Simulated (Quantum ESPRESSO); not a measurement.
Inputs of pw.x and gipaw.x (a modified build of Quantum ESPRESSO, PBE) for SrCl2; the starting potential comes from an earlier run on another mesh:

```
&CONTROL
  calculation = 'scf'
  prefix = 'x'
  pseudo_dir = './pseudo'
  outdir = './out'
  tprnfor = .true.
/
&SYSTEM
  ibrav = 0
  nat = 3
  ntyp = 2
  ecutwfc = 50
  ecutrho = 200
  occupations = 'fixed'
  nbnd = 12
/
&ELECTRONS
  conv_thr = 1e-11
  startingpot = 'file'
/
ATOMIC_SPECIES
Sr 87.620 Sr.GGA_PBE-JTH.UPF
Cl 35.450 Cl.GGA_PBE-JTH.UPF
CELL_PARAMETERS angstrom
    0.000000000000     3.488350000000     3.488350000000
    3.488350000000     0.000000000000     3.488350000000
    3.488350000000     3.488350000000     0.000000000000
ATOMIC_POSITIONS crystal
Sr     0.000000000000     0.000000000000     0.000000000000
Cl     0.250000000000     0.250000000000     0.250000000000
Cl     0.750000000000     0.750000000000     0.750000000000
K_POINTS automatic
4 4 4 1 1 1
```

```
&INPUTGIPAW
  job = 'nmr'
  prefix = 'x'
  tmp_dir = './out/'
  restart_mode = 'from_scratch'
  pawproj(1) = .true.
  pawproj(2) = .true.
  use_nmr_macroscopic_shape = .false.
/
```

The cell was made here from an entry of the Crystallography Open Database (unchecked): atoms relaxed with PBE in the measured cell (PBE without dispersion, pw.x of Quantum ESPRESSO, symmetry kept).  Stability against distortions was not tested.

Give the final section of the GIPAW output.


```
     Total NMR chemical shifts in ppm: ---------------------------------------
     (adopting the Simpson convention for anisotropy and asymmetry)-----------

     Atom  1  Sr  pos: (  0.000000  0.000000  0.000000)  Total sigma:        2932.46
          2932.4569         -0.0000         -0.0000
            -0.0000       2932.4569         -0.0000
            -0.0000         -0.0000       2932.4569

     Sr      1    anisotropy:      0.00    eta:    0.0000
     Sr      1    sigma_11=   2932.46
     Sr      1    sigma_22=   2932.46
     Sr      1    sigma_33=   2932.46

     Atom  2  Cl  pos: (  0.353553  0.353553  0.353553)  Total sigma:         737.74
           737.7385          0.0000          0.0000
            -0.0000        737.7385         -0.0000
             0.0000         -0.0000        737.7385

     Cl      2    anisotropy:     -0.00    eta:    0.0000
     Cl      2    sigma_11=    737.74
     Cl      2    sigma_22=    737.74
     Cl      2    sigma_33=    737.74

     Atom  3  Cl  pos: (  1.060660  1.060660  1.060660)  Total sigma:         737.74
           737.7385          0.0000          0.0000
             0.0000        737.7385          0.0000
             0.0000          0.0000        737.7385

     Cl      3    anisotropy:      0.00    eta:    0.0000
     Cl      3    sigma_11=    737.74
     Cl      3    sigma_22=    737.74
     Cl      3    sigma_33=    737.74
```
The printed anisotropy is 3/2 (σ_33 − σ_iso) in the program's own order; the axes are left out here. All sites are cubic, so the anisotropy vanishes by symmetry. These are absolute shieldings with no macroscopic susceptibility term; δ = σ_ref − σ needs a reference computed alike. In our sweeps, cutoffs and meshes of this size left a few ppm, and up to some 20 ppm on atoms from Zn on. Spin–orbit coupling is left out; its weight grows with the heaviest atom, Sr here. No d partial waves on Cl: the paramagnetic term there is incompletely reconstructed.
